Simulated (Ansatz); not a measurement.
CuPd:
```cif
data_CuPd
_chemical_formula_sum 'Cu1 Pd1'
_space_group_name_H-M_alt 'P 1'
_space_group_IT_number 1
_cell_length_a 4.49455
_cell_length_b 4.49455
_cell_length_c 4.49455
_cell_angle_alpha 35.050
_cell_angle_beta 35.050
_cell_angle_gamma 35.050
loop_
_space_group_symop_operation_xyz
  'x, y, z'
loop_
_atom_site_label
_atom_site_type_symbol
_atom_site_fract_x
_atom_site_fract_y
_atom_site_fract_z
_atom_site_occupancy
Cu1 Cu 0.00000 0.00000 0.00000 1
Pd1 Pd 0.50000 0.50000 0.50000 1
```

Relaxed with r²SCAN.

Q: Tabulate the valence density and the electron localisation function along the shortest Cu–Cu contact (2.71 Å), r²SCAN (plane waves, PAW; program Ansatz).

A: 

| distance from Cu (Å) | density (e/Å³) | ELF |
|---|---|---|
| 0.27 | 34.72 | 0.76 |
| 0.41 | 15.73 | 0.51 |
| 0.54 | 6.13 | 0.31 |
| 0.68 | 2.35 | 0.22 |
| 0.81 | 0.94 | 0.18 |
| 0.95 | 0.43 | 0.16 |
| 1.08 | 0.28 | 0.15 |
| 1.22 | 0.22 | 0.18 |
| 1.35 | 0.20 | 0.20 |
| 1.49 | 0.22 | 0.18 |
| 1.62 | 0.28 | 0.15 |
| 1.76 | 0.43 | 0.16 |
| 1.89 | 0.94 | 0.18 |
| 2.03 | 2.35 | 0.22 |
| 2.17 | 6.13 | 0.31 |
| 2.30 | 15.73 | 0.51 |
| 2.44 | 34.72 | 0.76 |

The density is the valence pseudo-density with augmentation charge, so density and ELF within about 1 Å of a nucleus are not all-electron values.

Space group R-3m. The workflow started from a Materials Project entry (that database holds measured and hypothetical structures alike); the Crystallography Open Database copy checked does not list it. COD files the formula under space group No. 221. With Cu and Pd taken as one species the cell has the higher symmetry Fm-3m, so it may be an ordered model of a mixed-site phase. Whether it is the stable phase at ambient conditions was not checked. The cell was relaxed with r²SCAN under the symmetry of its start; whether a distortion lowers the energy is not shown. No spin polarisation was allowed.

Potentials: the later of the program's two PAW sets.
